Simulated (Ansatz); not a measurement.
# InGa2P3: stable or not

It was reached by relaxing an invented guess, and it needn't be the stable form of this composition.

These are results of DFT PBE, scalar-relativistic, plane waves, PAW (Ansatz 0.2.0), not measurements. Plane waves to 420 eV, a 10×10×10 mesh through Γ for the 6-atom cell and 0.02 eV Gaussian smearing; no spin polarisation.

```
In Ga P
1.0
    -1.99426    1.99426    8.53460
     1.99426   -1.99426    8.53460
     1.99426    1.99426   -8.53460
In Ga P
1 2 3
Direct
  0.00000 0.00000 0.00000
  0.67087 0.67087 0.00000
  0.32913 0.32913 0.00000
  0.90741 0.40741 0.50000
  0.25000 0.75000 0.50000
  0.59259 0.09259 0.50000
```

The zero of energy is the elements' standard structures at the same level; no fitted shifts are applied. The references include black phosphorus.

**Question.** These tests were run: energy against the elements; random kick, then relaxation without symmetry; elastic tensor. What do they show?

**Answer.**

| test | result |
| --- | --- |
| energy against the elements | −0.348 eV/atom |
| random kick, then relaxation without symmetry | returns |
| elastic tensor | least eigenvalue 29 GPa |

It fails none of these tests. Other phases of the system weren't compared here, so this isn't yet thermodynamic stability. Phonons away from Γ weren't computed.

The reference form of P is held partly by dispersion forces, which this level lacks. The kick test ran on a coarse mesh. The run for the elastic tensor used a 10×10×10 k mesh.
